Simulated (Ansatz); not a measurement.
Co$_{2}$Li$_{3}$Nb$_{3}$O$_{12}$:
```
CELL_PARAMETERS angstrom
      5.04335     0.00000     0.00000
      2.45112     2.02400    -8.44502
      2.50296     4.87315     0.00000
ATOMIC_POSITIONS crystal
  Co 0.80384 0.40271 0.97162
  Co 0.49101 0.50078 0.50450
  Li 0.33415 0.87944 0.45295
  Li 0.56663 0.15272 0.70423
  Li 0.06344 0.63491 0.20012
  Nb 0.24413 0.24263 0.25925
  Nb 0.73455 0.75051 0.73903
  Nb 0.99923 0.98900 0.00008
  O  0.48101 0.30388 0.38213
  O  0.99072 0.80685 0.87568
  O  0.95431 0.42867 0.24215
  O  0.46511 0.93958 0.75531
  O  0.57767 0.05217 0.13922
  O  0.08749 0.53807 0.66373
  O  0.01523 0.11243 0.58444
  O  0.52765 0.61267 0.07959
  O  0.56775 0.36375 0.84032
  O  0.04402 0.86124 0.32626
  O  0.09770 0.18980 0.99380
  O  0.62237 0.68217 0.50558
```
Starting moments (μB, in the order of the atoms Co Co Li Li Li Nb Nb Nb O O O O O O O O O O O O): 2.8 -2.9 0.0 0.0 0.0 0.0 0.0 0.0 0.1 0.1 0.1 0.1 0.1 -0.2 0.1 0.1 0.1 0.1 0.1 -0.2.

Relaxed with r²SCAN. Independent-particle spectrum: no excitons, no local fields, no scissors shift; 0.1 eV broadening; ε₁ of the summed bands alone.

Q: Tabulate the dielectric function from r²SCAN in the plane-wave PAW code Ansatz.

A: 

```
E (eV)  ε₁ xx  ε₂ xx  ε₁ yy  ε₂ yy  ε₁ zz  ε₂ zz
------  -----  -----  -----  -----  -----  -----
0.0      7.45   0.00   6.02   0.00   5.80   0.00
0.4      7.62   0.00   6.11   0.00   5.84   0.00
0.8      8.42   0.33   6.54   0.19   6.00   0.01
1.2      8.49   2.90   6.60   0.87   6.28   0.23
1.6      8.82   2.68   7.20   1.82   6.62   0.68
2.0      5.46   4.30   5.35   1.58   6.54   0.56
2.4      6.82   3.65   6.57   1.67   7.67   1.28
2.8      5.73   3.88   5.90   2.57   7.04   2.40
3.2      5.79   2.72   5.89   1.85   7.08   2.08
3.6      6.55   3.22   6.17   2.00   7.53   3.18
4.0      6.19   4.28   6.32   3.07   6.89   4.17
4.4      6.42   4.40   6.76   3.85   6.68   4.68
4.8      5.14   6.50   6.06   6.01   5.76   6.16
5.2      3.71   6.94   3.98   6.42   4.10   6.54
5.6      2.43   6.70   2.37   6.15   2.89   6.80
6.0      0.47   6.12   0.97   5.41   1.13   6.34
6.4     -0.10   4.26   0.44   3.88  -0.11   4.52
6.8      0.26   3.14   0.98   2.84   0.30   3.10
7.2      0.92   2.36   1.31   2.34   0.98   2.28
7.6      1.38   2.15   1.81   2.03   1.71   2.10
8.0      2.26   2.21   2.73   2.01   2.47   2.08
8.4      2.48   2.59   3.04   2.85   3.25   2.92
8.8      2.76   3.64   2.80   3.90   2.56   4.36
9.2      2.03   4.74   1.90   4.85   1.53   4.74
9.6      0.26   4.33   0.51   4.21   0.35   4.01
10.0     0.09   3.27   0.12   3.15   0.33   3.16
10.4     0.12   2.90   0.22   2.75   0.32   2.91
10.8     0.10   2.54   0.34   2.38   0.29   2.58
11.2     0.27   2.27   0.41   2.18   0.37   2.30
11.6     0.36   2.22   0.54   1.99   0.53   2.19
12.0     0.36   2.01   0.78   1.97   0.57   2.12
```

Q: From ε at 1.0 eV (xx: 9.01 + 0.60i), find n, k, the normal reflectivity and the absorption coefficient.

A: n = 3.00, k = 0.100, R = 25 %, α = 2kE/ħc = 10000 cm⁻¹.

With all bands, ε∞ without local fields is 7.66 (xx), 6.24 (yy), 6.01 (zz).

Space group P1. The start of the workflow was typed in or built on a structure type; neither database checked (COD, Materials Project) lists it. Its standing as an ambient phase is unchecked. The cell was relaxed with r²SCAN under the symmetry of its start, as lowered by the spin order; whether a distortion lowers the energy is not shown. The final state is antiferromagnetic, chosen from 3 collinear starts compared on coarse meshes (ties went to the first, and starts can fall back to one state), not a proven ground state. Other orbital occupations within this spin state were not tried. No Hubbard U is applied. Spin–orbit coupling is left out wherever it is not named.

Potentials: the later of the program's two PAW sets.
